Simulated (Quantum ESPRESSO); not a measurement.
## Pd2OsTaIn4 (finding a planted mistake in a log)

A calculation, not a measurement. The program is pw.x of Quantum ESPRESSO 7.5 (plane-wave density functional theory). The cell is made up: eight metal atoms on a hexagonal close-packed lattice, with elements, volume, strain and displacements drawn at random and not relaxed, so it may be unstable or far from any real phase. PseudoDojo standard norm-conserving files set the functional (PBE unless stated); there is no spin polarisation or spin-orbit coupling, the Fermi-Dirac width of 0.25 eV means electrons at about 2900 K, and the masses in the input are unused placeholders. Heavy elements are run without spin-orbit coupling, which real alloys of them have. A spin test at this wide smearing found no moment, but such smearing suppresses magnetism that the real alloy may have.

Intended input:

```
&control calculation='scf', pseudo_dir='./dojo.nc.sr.pbe.v0_5.standard.upf', outdir='./o', disk_io='minimal', tprnfor=.true., tstress=.true. /
&system ibrav=0, nat=8, ntyp=4, nbnd=72, ecutwfc=82.02448710, nosym=.true., tot_charge=0,
 occupations='smearing', smearing='fd', degauss=0.0183746611
/
&electrons conv_thr=1.470e-08, electron_maxstep=70, mixing_beta=0.5 /
ATOMIC_SPECIES
In 1.0 In.upf
Os 1.0 Os.upf
Pd 1.0 Pd.upf
Ta 1.0 Ta.upf
CELL_PARAMETERS angstrom
3.1216 0.0585 5.161
3.0892 0.0274 -5.1417
-3.031 5.3315 0.0065
ATOMIC_POSITIONS angstrom
Pd 0.0091 -0.0056 0.0219
Os -1.553 2.6385 0.0041
Ta 3.0869 1.8463 -2.534
Pd 1.5731 4.5041 -2.5328
In 3.1062 0.0359 -0.0166
In 1.5546 2.7244 0.0069
In 3.1887 1.8635 2.5716
In 1.5828 4.5202 2.615
K_POINTS automatic
5 5 4 1 1 1
```

The log is shortened where brackets say so; the opening notice, blank lines, dates and the lines on written files are dropped, and the path of the files is cut. It prints rydbergs, bohrs and kilobars, and counts compression as positive stress. Its total energy is the free energy E - TS of the whole cell.

Log of the intended run:

```
     Program PWSCF v.7.5
     Parallel version (MPI & OpenMP), running on       4 processor cores
     Number of MPI processes:                 4
     Threads/MPI process:                     1
     [start-up lines left out]
     bravais-lattice index     =            0
     lattice parameter (alat)  =      11.3986  a.u.
     unit-cell volume          =    1160.1336 (a.u.)^3
     number of atoms/cell      =            8
     number of atomic types    =            4
     number of electrons       =       117.00
     number of Kohn-Sham states=           72
     kinetic-energy cutoff     =      82.0245  Ry
     charge density cutoff     =     328.0979  Ry
     scf convergence threshold =      1.5E-08
     mixing beta               =       0.5000
     number of iterations used =            8  plain     mixing
     Exchange-correlation= PBE
                           (   1   4   3   4   0   0   0)
     [axes and pseudopotential details left out]
   Cartesian axes
     site n.     atom                  positions (alat units)
         1        Pd     tau(   1) = (   0.0015086  -0.0009284   0.0036307  )
         2        Os     tau(   2) = (  -0.2574648   0.4374249   0.0006797  )
         3        Ta     tau(   3) = (   0.5117631   0.3060897  -0.4201003  )
         4        Pd     tau(   4) = (   0.2607971   0.7467142  -0.4199014  )
         5        In     tau(   5) = (   0.5149627   0.0059517  -0.0027520  )
         6        In     tau(   6) = (   0.2577300   0.4516659   0.0011439  )
         7        In     tau(   7) = (   0.5286400   0.3089412   0.4263338  )
         8        In     tau(   8) = (   0.2624052   0.7493834   0.4335289  )
     number of k points=    50  Fermi-Dirac smearing, width (Ry)=  0.0184
                       cart. coord. in units 2pi/alat
        k(    1) = (   0.1907869   0.2498866  -0.0013543), wk =   0.0400000
        k(    2) = (   0.1869081   0.5305247  -0.0021892), wk =   0.0400000
     [further k points left out]
     Dense  grid:   116461 G-vectors     FFT dimensions: (  72,  72,  72)
     Estimated max dynamical RAM per process >     425.82 MB
     Estimated total dynamical RAM >       1.58 GB
     Initial potential from superposition of free atoms
     starting charge     116.9829, renormalised to     117.0000
     Starting wfcs are   74 randomized atomic wfcs
     total cpu time spent up to now is        7.1 secs
     per-process dynamical memory:   326.5 Mb
     Self-consistent Calculation
     iteration #  1     ecut=    82.02 Ry     beta= 0.50
     Davidson diagonalization with overlap
     ethr =  1.00E-02,  avg # of iterations =  6.0
     total cpu time spent up to now is       25.7 secs
     total energy              =   -1398.64723951 Ry
     estimated scf accuracy    <      11.48556445 Ry
     iteration #  2     ecut=    82.02 Ry     beta= 0.50
     Davidson diagonalization with overlap
     ethr =  9.82E-03,  avg # of iterations =  3.0
     total cpu time spent up to now is       43.5 secs
     total energy              =   -1403.51104132 Ry
     estimated scf accuracy    <      44.53969608 Ry
     [iterations 3 to 14 left out]
     iteration # 15     ecut=    82.02 Ry     beta= 0.50
     Davidson diagonalization with overlap
     ethr =  2.33E-10,  avg # of iterations =  1.5
     total cpu time spent up to now is      255.9 secs
     total energy              =   -1406.04468952 Ry
     estimated scf accuracy    <       0.00000004 Ry
     iteration # 16     ecut=    82.02 Ry     beta= 0.50
     Davidson diagonalization with overlap
     ethr =  3.03E-11,  avg # of iterations =  2.0
     total cpu time spent up to now is      271.6 secs
     End of self-consistent calculation
     [lines on levels left out]
!    total energy              =   -1406.04468952 Ry
     estimated scf accuracy    <          3.9E-09 Ry
     smearing contrib. (-TS)   =      -0.09401435 Ry
     internal energy E=F+TS    =   -1405.95067517 Ry
     The total energy is F=E-TS. E is the sum of the following terms:
     one-electron contribution =    -432.28648044 Ry
     hartree contribution      =     291.05157504 Ry
     xc contribution           =    -315.36936246 Ry
     ewald contribution        =    -949.34640730 Ry
     convergence has been achieved in  16 iterations
     Forces acting on atoms (cartesian axes, Ry/au):
     atom    1 type  3   force =    -0.00352458   -0.00031179    0.01325828
     atom    2 type  2   force =    -0.00539499   -0.00898135    0.00021532
     atom    3 type  4   force =     0.02129167    0.01330773   -0.01975918
     atom    4 type  3   force =     0.00197958    0.00037249   -0.01357387
     atom    5 type  1   force =    -0.00542334   -0.00328696   -0.01423544
     atom    6 type  1   force =    -0.00129656   -0.00292081   -0.01019055
     atom    7 type  1   force =    -0.01248929    0.00772691    0.01873066
     atom    8 type  1   force =     0.00485750   -0.00590622    0.02555477
     Total force =     0.056056     Total SCF correction =     0.000152
     Computing stress (Cartesian axis) and pressure
          total   stress  (Ry/bohr**3)                   (kbar)     P=     -125.15
  -0.00097143  -0.00025377   0.00001762         -142.90      -37.33        2.59
  -0.00025377  -0.00066484   0.00006788          -37.33      -97.80        9.99
   0.00001762   0.00006788  -0.00091605            2.59        9.99     -134.76
     init_run     :      6.72s CPU      6.95s WALL (       1 calls)
     electrons    :    259.83s CPU    264.51s WALL (       1 calls)
     forces       :      2.21s CPU      2.23s WALL (       1 calls)
     stress       :      7.54s CPU      7.73s WALL (       1 calls)
     [timing details left out]
     PWSCF        :   4m36.50s CPU   4m41.64s WALL
     JOB DONE.
```

A second run was made from an input with one planted mistake. Its log:

```
     Program PWSCF v.7.5
     Parallel version (MPI & OpenMP), running on       4 processor cores
     Number of MPI processes:                 4
     Threads/MPI process:                     1
     [start-up lines left out]
     bravais-lattice index     =            0
     lattice parameter (alat)  =      11.3986  a.u.
     unit-cell volume          =    1160.1336 (a.u.)^3
     number of atoms/cell      =            8
     number of atomic types    =            4
     number of electrons       =       117.00
     number of Kohn-Sham states=           72
     kinetic-energy cutoff     =      82.0245  Ry
     charge density cutoff     =     328.0979  Ry
     scf convergence threshold =      1.5E-08
     mixing beta               =       0.5000
     number of iterations used =            8  plain     mixing
     Exchange-correlation= PBE
                           (   1   4   3   4   0   0   0)
     [axes and pseudopotential details left out]
   Cartesian axes
     site n.     atom                  positions (alat units)
         1        Pd     tau(   1) = (   0.0015086  -0.0009284   0.0036307  )
         2        Os     tau(   2) = (  -0.2574648   0.4374249   0.0006797  )
         3        In     tau(   3) = (   0.5117631   0.3060897  -0.4201003  )
         4        Pd     tau(   4) = (   0.2607971   0.7467142  -0.4199014  )
         5        Ta     tau(   5) = (   0.5149627   0.0059517  -0.0027520  )
         6        In     tau(   6) = (   0.2577300   0.4516659   0.0011439  )
         7        In     tau(   7) = (   0.5286400   0.3089412   0.4263338  )
         8        In     tau(   8) = (   0.2624052   0.7493834   0.4335289  )
     number of k points=    50  Fermi-Dirac smearing, width (Ry)=  0.0184
                       cart. coord. in units 2pi/alat
        k(    1) = (   0.1907869   0.2498866  -0.0013543), wk =   0.0400000
        k(    2) = (   0.1869081   0.5305247  -0.0021892), wk =   0.0400000
     [further k points left out]
     Dense  grid:   116461 G-vectors     FFT dimensions: (  72,  72,  72)
     Estimated max dynamical RAM per process >     425.82 MB
     Estimated total dynamical RAM >       1.58 GB
     Initial potential from superposition of free atoms
     starting charge     116.9829, renormalised to     117.0000
     Starting wfcs are   74 randomized atomic wfcs
     total cpu time spent up to now is        7.1 secs
     per-process dynamical memory:   326.5 Mb
     Self-consistent Calculation
     iteration #  1     ecut=    82.02 Ry     beta= 0.50
     Davidson diagonalization with overlap
     ethr =  1.00E-02,  avg # of iterations =  5.8
     total cpu time spent up to now is       25.4 secs
     total energy              =   -1398.54266868 Ry
     estimated scf accuracy    <      11.61793876 Ry
     iteration #  2     ecut=    82.02 Ry     beta= 0.50
     Davidson diagonalization with overlap
     ethr =  9.93E-03,  avg # of iterations =  3.0
     total cpu time spent up to now is       44.2 secs
     total energy              =   -1403.72671818 Ry
     estimated scf accuracy    <      42.95530419 Ry
     [iterations 3 to 14 left out]
     iteration # 15     ecut=    82.02 Ry     beta= 0.50
     Davidson diagonalization with overlap
     ethr =  1.77E-10,  avg # of iterations =  2.0
     total cpu time spent up to now is      269.4 secs
     total energy              =   -1406.02937184 Ry
     estimated scf accuracy    <       0.00000002 Ry
     iteration # 16     ecut=    82.02 Ry     beta= 0.50
     Davidson diagonalization with overlap
     ethr =  1.42E-11,  avg # of iterations =  2.0
     total cpu time spent up to now is      285.9 secs
     End of self-consistent calculation
     [lines on levels left out]
!    total energy              =   -1406.02937184 Ry
     estimated scf accuracy    <          2.8E-09 Ry
     smearing contrib. (-TS)   =      -0.09652505 Ry
     internal energy E=F+TS    =   -1405.93284679 Ry
     The total energy is F=E-TS. E is the sum of the following terms:
     one-electron contribution =    -432.17921973 Ry
     hartree contribution      =     290.93442516 Ry
     xc contribution           =    -315.34164492 Ry
     ewald contribution        =    -949.34640730 Ry
     convergence has been achieved in  16 iterations
     Forces acting on atoms (cartesian axes, Ry/au):
     atom    1 type  3   force =     0.00124546   -0.00185059   -0.00272890
     atom    2 type  2   force =     0.00780905   -0.00204630   -0.00545348
     atom    3 type  1   force =     0.01065837   -0.00834363   -0.01207972
     atom    4 type  3   force =    -0.00380380   -0.00133899   -0.00776339
     atom    5 type  4   force =     0.00366551    0.00293457    0.01133141
     atom    6 type  1   force =    -0.00272668    0.01280420   -0.01115647
     atom    7 type  1   force =    -0.01626304   -0.00480506    0.00598645
     atom    8 type  1   force =    -0.00058487    0.00264581    0.02186410
     Total force =     0.042049     Total SCF correction =     0.000069
     Computing stress (Cartesian axis) and pressure
          total   stress  (Ry/bohr**3)                   (kbar)     P=     -123.62
  -0.00080445  -0.00022851   0.00003610         -118.34      -33.62        5.31
  -0.00022851  -0.00085651   0.00007174          -33.62     -126.00       10.55
   0.00003610   0.00007174  -0.00086013            5.31       10.55     -126.53
     init_run     :      6.78s CPU      7.02s WALL (       1 calls)
     electrons    :    274.27s CPU    278.81s WALL (       1 calls)
     forces       :      2.23s CPU      2.25s WALL (       1 calls)
     stress       :      7.40s CPU      7.59s WALL (       1 calls)
     [timing details left out]
     PWSCF        :   4m50.82s CPU   4m55.83s WALL
     JOB DONE.
```

Question: the log repeats what the program read. Compare it with the intended run: what was wrong in the second input?

Answer: two atoms have their elements exchanged. The input lines that differ:

```
- Ta 3.0869 1.8463 -2.534
+ In 3.0869 1.8463 -2.534
- In 3.1062 0.0359 -0.0166
+ Ta 3.1062 0.0359 -0.0166
```

```
                                            intended run  run with the mistake
                          free energy (eV)    -19130.213            -19130.004
         entropy term -TS, part of it (eV)        -1.279                -1.313
                            pressure (GPa)        -12.52                -12.36
size of the largest force component (eV/Å)         0.657                 0.562
largest change of a force component (eV/Å)                               0.657
                                iterations            16                    16
```

For scale, a rerun of the intended cell at a higher cutoff and on a denser mesh moved values by no more than 0.003 eV in energy, 0.04 GPa in stress and 0.003 eV/Å in force, and a second program with other atomic files agreed on that cell to 2 % rms in force and 0.5 GPa in pressure.